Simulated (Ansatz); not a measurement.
C (graphite type, space group P6_3/mmc)

```
C
1.0
    2.45812     0.00000     0.00000
   -1.22906     2.12879     0.00000
    0.00000     0.00000     6.56486
C
4
Direct
  0.00000   0.00000   0.25000
  0.00000   0.00000   0.75000
  0.33333   0.66667   0.25000
  0.66667   0.33333   0.75000
```

Two coordinates are scanned: the volume, and the ratio of the stretch along z (the conventional c axis) to the stretch across it. Atoms keep their fractional coordinates.

The numbers are results of PBEsol-D3(BJ) (plane waves to 420 eV, PAW, scalar-relativistic; Ansatz, a program for electronic structure), not measurements. k mesh 15×15×5 (Γ-centred), Fermi-Dirac smearing 0.05 eV. Compression counts positive. With partly filled bands, the response to shear is sensitive to the k mesh, so small differences along c/a are uncertain. C was relaxed with its symmetry unable to fall. The PAW data are Ansatz's earlier set. 

**Question.** Predict the σzz (GPa) at all points of the grid V/V₀ = 0.920, 0.960, 1.000, 1.040, 1.080 by (c/a)/(c/a)₀ = 0.880, 0.940, 1.000, 1.060, 1.120.

**Answer.** σzz (GPa), with V/V₀ across and (c/a)/(c/a)₀ down:

| (c/a)/(c/a)₀ \ V/V₀ | 0.920 | 0.960 | 1.000 | 1.040 | 1.080 |
|---|---|---|---|---|---|
| 0.880 | 8.1 | 6.5 | 5.2 | 4.1 | 3.3 |
| 0.940 | 3.9 | 2.9 | 2.0 | 1.4 | 0.9 |
| 1.000 | 1.2 | 0.5 | 0.0 | -0.4 | -0.6 |
| 1.060 | -0.6 | -0.9 | -1.2 | -1.4 | -1.5 |
| 1.120 | -1.6 | -1.7 | -1.8 | -1.9 | -2.0 |

(Under strain, the slope of the energy per volume gives the stress and its curvature an elastic modulus.)
